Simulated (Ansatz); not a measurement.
With plane-wave PAW PBE (Ansatz code), HfSi2 in the orthorhombic phase (Cmcm; Si on 4c, Si on 4c, Hf on 4c) relaxes to a = 3.684 Å, b = 14.584 Å, c = 3.659 Å. Its formation energy from the elements is -0.56 eV/atom, with no fitted shifts.

Electronic character: metallic (no gap).

An equation-of-state fit gives a bulk modulus of 127 GPa.

The cell was relaxed with PBE under the symmetry of its start. No spin polarisation was allowed. The references are the lowest solids computed at this level, not always the standard phases. Scalar-relativistic: spin–orbit coupling is off unless named, which matters more the heavier the elements.

Potentials: the later of the program's two PAW sets.
